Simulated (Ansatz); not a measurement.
An Ansatz (a first-principles code) run. Input:

Ansatz 0.2 input:
```yaml
crystal:
  lattice:
    - [-5.165365258, 0.0, 0.0]
    - [-2.5881609275, 2.1067352994, 8.5242719004]
    - [-2.568672415, 4.8883147985, 0.0]
  atoms:
    - { symbol: Li, position: [0.6726385759, 0.1144890781, 0.541139825] }
    - { symbol: Li, position: [0.9202562322, 0.3627048004, 0.8033196834] }
    - { symbol: Mg, position: [0.183135033, 0.6015052392, 0.0347131215] }
    - { symbol: Nb, position: [0.746343442, 0.7622402913, 0.7455479773] }
    - { symbol: Nb, position: [0.2500052991, 0.2401499061, 0.2593482077] }
    - { symbol: Nb, position: [0.5069868996, 0.5031562209, 0.4971475] }
    - { symbol: Nb, position: [0.9977997766, 0.9983407366, 0.998883348] }
    - { symbol: O, position: [0.1475853582, 0.6809243815, 0.6413122191] }
    - { symbol: O, position: [0.6644206413, 0.1917749909, 0.1146137157] }
    - { symbol: O, position: [0.6333164976, 0.5745660843, 0.7479573063] }
    - { symbol: O, position: [0.1405644223, 0.0777605612, 0.226847732] }
    - { symbol: O, position: [0.7801644307, 0.9486420728, 0.8499922633] }
    - { symbol: O, position: [0.2728987265, 0.4515323136, 0.363177405] }
    - { symbol: O, position: [0.7446585294, 0.8903082255, 0.4108583545] }
    - { symbol: O, position: [0.2214583698, 0.3909829793, 0.9326078002] }
    - { symbol: O, position: [0.7368212464, 0.6332659897, 0.1708093194] }
    - { symbol: O, position: [0.2215013121, 0.1402614632, 0.670226994] }
    - { symbol: O, position: [0.2820844389, 0.8137653955, 0.979597866] }
    - { symbol: O, position: [0.7867866683, 0.32048727, 0.4961895617] }
kpoints:
  mp_grid: { grid: [6, 4, 6] }
hamiltonian:
  xc: r2scan
  pseudopotentials: { kind: paw }
scf:
  occupations: { method: fixed }
dielectric: {}
```

Output (shortened):

```
Pseudopotential: Li, paw, valence charge 3
Pseudopotential: Mg, paw, valence charge 10
Pseudopotential: Nb, paw, valence charge 13
Pseudopotential: O, paw, valence charge 6
Functional definition: r2SCAN
Crystal: 19 atoms, lattice volume = 215.237 Å³
Basis set: ecut = 500 eV, 5475 PW (Γ), exchange–correlation on 160×288×180 points (64 copies of the dense FFT grid, shifted against one another)
Bands: 89, of which v1, the nominal top of the filled ones, is band 70 counted from 1 (69 counted from 0)
Symmetry: 1 space group operations
k-points: 76 of 144 (time reversal used)
SCF iter   1: F=—  HF=-27437.161265 eV  |F-HF|=—  |Δ(HF+E_count)|=         —  Δρ=1.70e-2  dr2=8.77e-1  dr2_τ=1.19e0  ethr=1.77e-3  ⟨swp⟩=5.0  Hψ=22862  notcnv=0  defer=1253
preconditioner: auto → Resta (q_TF=auto, 2.540 Å⁻¹)
SCF iter   2: F=—  HF=-27437.229683 eV  |F-HF|=—  |Δ(HF+E_count)|=   6.84e-2  Δρ=7.74e-3  dr2=4.66e-2  dr2_τ=5.10e-2  ethr=6.27e-4  ⟨swp⟩=2.4  Hψ=11773  notcnv=0  defer=1215
SCF iter   3: F=—  HF=-27437.225591 eV  |F-HF|=—  |Δ(HF+E_count)|=   4.09e-3  Δρ=3.13e-3  dr2=1.20e-2  dr2_τ=1.23e-3  ethr=3.33e-5  ⟨swp⟩=2.0  Hψ=9989  notcnv=0  defer=1292
SCF iter   4: F=—  HF=-27437.225099 eV  |F-HF|=—  |Δ(HF+E_count)|=   4.93e-4  Δρ=1.53e-3  dr2=3.09e-3  dr2_τ=3.04e-4  ethr=8.56e-6  ⟨swp⟩=2.0  Hψ=8898  notcnv=0  defer=1292
SCF iter   5: F=—  HF=-27437.224871 eV  |F-HF|=—  |Δ(HF+E_count)|=   2.27e-4  Δρ=4.51e-4  dr2=2.80e-4  dr2_τ=4.72e-5  ethr=2.21e-6  ⟨swp⟩=2.0  Hψ=9417  notcnv=0  defer=1292
SCF iter   6: F=—  HF=-27437.224884 eV  |F-HF|=—  |Δ(HF+E_count)|=   1.26e-5  Δρ=7.94e-5  dr2=1.95e-5  dr2_τ=1.16e-6  ethr=2.00e-7  ⟨swp⟩=2.0  Hψ=8597  notcnv=0  defer=1033
SCF iter   7: F=—  HF=-27437.224891 eV  |F-HF|=—  |Δ(HF+E_count)|=   7.47e-6  Δρ=5.10e-5  dr2=5.99e-6  dr2_τ=6.61e-7  ethr=1.39e-8  ⟨swp⟩=2.0  Hψ=9441  notcnv=0  defer=1031
SCF iter   8: F=—  HF=-27437.225272 eV  |F-HF|=—  |Δ(HF+E_count)|=   3.80e-4  Δρ=1.42e-5  dr2=6.58e-7  dr2_τ=6.17e-8  ethr=4.28e-9  ⟨swp⟩=2.0  Hψ=10055  notcnv=0  defer=1031
SCF iter  13: F=-27437.225272 eV  HF=-27437.225272 eV  |F-HF|=5.09e-11  |Δ(HF+E_count)|=  8.00e-11  Δρ=1.88e-7  dr2=7.30e-11  dr2_τ=1.04e-11  ethr=1.00e-12  ⟨swp⟩=10.7  Hψ=26247  notcnv=0
SCF 1 converged in 13 iterations: F = -27437.225272 eV  dr2 = 7.30e-11
DFPT response loops at Γ: preconditioner auto → Resta (q_TF=auto, 2.540 Å⁻¹)  ε∞=3.9 (no band partly filled) …
SCF converged after 13 iterations
Free energy (F): -27437.225272 eV
Harris-Foulkes:  -27437.225272 eV  (|F-HF|=5.09e-11)
Internal energy: -27437.225272 eV  (E = F + TS)
E sigma→0 (E₀):  -27437.225272 eV
Fermi energy:    6.820469 eV
--- Per-component energies (eV) ---
  E_band       = -1369.203933
  E_kinetic    = 3813.367683
  E_local      = -10226.305151  (includes V_loc(G=0)·N_el)
  E_nonlocal   = 1051.506688
  E_hartree    = 3539.629118
  E_xc         = -1613.538451
  E_vxc        = -2292.482428  (∫ρ·V_xc dr)
  E_paw        = -14612.924071  (= ΣΔE_a)
  E_vpaw       = -940.651782  (= ΣTr[D̂ρ^β])
  E_aug_tail   = 0.011980  (compensation charges beyond the density's cutoff)
  E_vtau       = 146.090943  (kinetic-family band-sum trace: ∫τ·v_τ [+ j·A + Jᵃ·Aᵃ] dr)
  E_ewald      = -9387.793847
  E_core_change = -1.179222  (= ΣΔE_core)
  E_smearing   =  0.000000  (= −TS)
  E_closure    = 0.000000  (closes the sum)
  Σ components = -27437.225272   (vs F -27437.225272, Δ=0.00e0)
  [band-id]    e_kinetic+e_local+e_nonlocal+2·e_hartree+e_vxc+e_vpaw+e_augmentation_tail+e_vtau = -1369.203831   (vs E_band -1369.203933, Δ=1.02e-4)
--- Band table (eV; the first three rows and the last of 76) ---
  k-point 0: bands = ["-68.0261", "-49.1780", "-49.0513", "-49.0380", "-48.9400", "-37.0332", "-36.9385", "-33.1638", "-33.1375", "-33.1353", "-24.6976", "-24.6822", "-24.6365", "-24.5973", "-24.5782", "-24.5508", "-24.5284", "-24.4917", "-24.4705", …
  k-point 1: bands = ["-68.0261", "-49.1779", "-49.0511", "-49.0382", "-48.9400", "-37.0332", "-36.9385", "-33.1638", "-33.1375", "-33.1353", "-24.6978", "-24.6821", "-24.6461", "-24.5979", "-24.5794", "-24.5546", "-24.5220", "-24.4849", "-24.4722", …
  k-point 2: bands = ["-68.0261", "-49.1778", "-49.0507", "-49.0386", "-48.9401", "-37.0332", "-36.9385", "-33.1638", "-33.1375", "-33.1353", "-24.7037", "-24.6816", "-24.6586", "-24.5923", "-24.5766", "-24.5632", "-24.5178", "-24.4791", "-24.4738", …
  k-point 75: bands = ["-68.0261", "-49.1777", "-49.0504", "-49.0389", "-48.9401", "-37.0333", "-36.9386", "-33.1638", "-33.1376", "-33.1353", "-24.7073", "-24.6838", "-24.6467", "-24.6096", "-24.5810", "-24.5685", "-24.5380", "-24.4712", "-24.4331", …
--- Dielectric response (ions clamped): 3 representative field directions + reference, on 76 of 144 k-points (Σ response iterations 39) ---
  ε∞ (high-frequency dielectric tensor):
        4.930444    -0.027278    -0.003378
       -0.027277     4.720260    -0.034004
       -0.003378    -0.034004     4.884762
  Born effective charges Z* (e; rows j = field, columns β = displacement):
    site 0:
         1.19608   -0.05464    0.25339
         0.06123    1.01907   -0.04119
        -0.22423   -0.04896    1.19996
    site 1:
         1.21057    0.06203   -0.21683
        -0.08468    1.06246   -0.04379
         0.20668   -0.08016    1.20159
    site 2:
         2.24793   -0.17726    0.36576
         0.19902    2.02937   -0.12441
        -0.42168   -0.12427    2.24182
    site 3:
         7.22339    0.29602   -1.50351
        -0.57594    6.28018   -0.03089
         1.36203   -0.08795    7.32008
    site 4:
         7.06966    0.50476   -1.28767
        -0.38474    6.27410   -0.31666
         1.40101   -0.37730    6.68205
    site 5:
         7.06276   -0.22870    1.12086
         0.43832    6.32798    0.07143
        -0.91860    0.12786    6.70011
    site 6:
         7.15721   -0.73729    1.48809
         0.20581    7.46373   -0.13815
        -1.67532   -0.04638    7.34593
    site 7:
        -3.60051   -1.07012   -1.64131
        -0.88072   -1.95011   -0.83172
        -1.75378   -0.98608   -2.58877
    site 8:
        -3.76176   -1.36937   -1.35828
        -1.16188   -2.10134   -0.70254
        -1.25649   -0.78008   -2.30639
    site 9:
        -3.20602    0.91101    1.59460
         0.75327   -2.08217   -0.70377
         1.45174   -0.82348   -2.98733
    site 10:
        -3.34569    1.27122    1.83568
         1.09726   -1.98532   -0.87493
         1.80694   -0.97903   -2.67653
    site 11:
        -3.62124    1.54493    1.35238
         1.59186   -2.14839   -1.01392
         1.53116   -0.98464   -2.52084
    site 12:
        -3.56603    1.12556    0.97874
         1.04275   -1.94653   -0.49113
         1.05279   -0.55667   -2.23282
    site 13:
        -1.23341    0.30951   -0.24038
         0.18054   -4.17112    2.00102
        -0.16827    2.13620   -2.82399
    site 14:
        -1.57281    0.08066   -0.14958
         0.17149   -3.21430    1.45558
        -0.28350    1.72443   -3.08240
    site 15:
        -1.73619   -0.39118    0.29319
        -0.44272   -3.30669    1.64767
         0.37435    1.62867   -2.42717
    site 16:
        -1.61238   -0.13846    0.11018
        -0.24240   -3.84495    1.81404
         0.27297    1.89886   -2.79448
    site 17:
        -3.05388   -1.08855   -1.48627
        -1.13142   -1.88425   -0.86783
        -1.23810   -0.83880   -3.10888
    site 18:
        -2.85771   -0.85013   -1.50904
        -0.83703   -1.82173   -0.80881
        -1.51972   -0.80222   -3.14194
  Z* charge neutrality: 4.918e-5 e pre-enforcement
  k-mesh period / interband length: 33.2 Å / 1.38 Å = 24.13 at k = (-0.5000, -0.5000, -0.5000), direct gap 3.908 eV — 14 or more, which is no proof of convergence
```

Cost: around 70 core-minutes (rough) on shared cores.

Space group P1. The start of the workflow was typed in or built on a structure type; neither database checked (COD, Materials Project) lists it. Its standing as an ambient phase is unchecked. The cell was relaxed with r²SCAN under the symmetry of its start; whether a distortion lowers the energy is not shown. No spin polarisation was allowed. Spin–orbit coupling is left out wherever it is not named.

Potentials: the later of the program's two PAW sets.

Ansatz is a plane-wave DFT program.
